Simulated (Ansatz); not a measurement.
AlSiCN:
```
CELL_PARAMETERS angstrom
      3.09404     0.00000     0.00000
     -1.54702     2.67952     0.00000
      0.00000     0.00000     5.02682
ATOMIC_POSITIONS crystal
  Al 0.33333 0.66667 0.50720
  Si 0.66667 0.33333 0.99732
  C  0.33333 0.66667 0.10845
  N  0.66667 0.33333 0.63702
```

Relaxed with PBEsol. Special points in fractions of this cell's reciprocal vectors: Γ (0.000, 0.000, 0.000); M (0.500, 0.000, 0.000); K (0.333, 0.333, 0.000); A (0.000, 0.000, 0.500); L (0.500, 0.000, 0.500); H (0.333, 0.333, 0.500).

**Question.** List the band energies nearest the valence-band maximum at these points for plane-wave PAW PBEsol (Ansatz code).

**Answer.** In eV from the valence-band maximum; about four levels below and three above (degenerate sets whole), none deeper than 8.9 eV; points with the same levels are listed once.

```json
[
 {"k": "Γ", "below": "-1.87 -1.87 -0.38 0.00 0.00", "above": "4.10 6.11 7.80 7.80"},
 {"k": "M", "below": "-4.87 -3.18 -2.22 -1.16", "above": "3.64 4.65 7.29"},
 {"k": "K", "below": "-4.69 -4.36 -3.43 -2.19", "above": "3.26 7.85 7.86"},
 {"k": "A", "below": "-1.76 -1.76 -0.15 -0.15", "above": "5.87 6.72 7.71 7.71"},
 {"k": "L", "below": "-3.05 -2.83 -1.74 -1.14", "above": "3.42 4.14 6.37"},
 {"k": "H", "below": "-5.54 -4.65 -2.53 -0.46", "above": "4.96 5.78 7.01"}
]
```

Space group P3m1. The first step of the workflow began from a Materials Project structure, measured or hypothetical; the Crystallography Open Database copy checked does not list it. Its standing as an ambient phase is unchecked. The PBEsol relaxation kept the symmetry of its start; phonons on a q-mesh show no instability.

Potentials: the later of the program's two PAW sets.
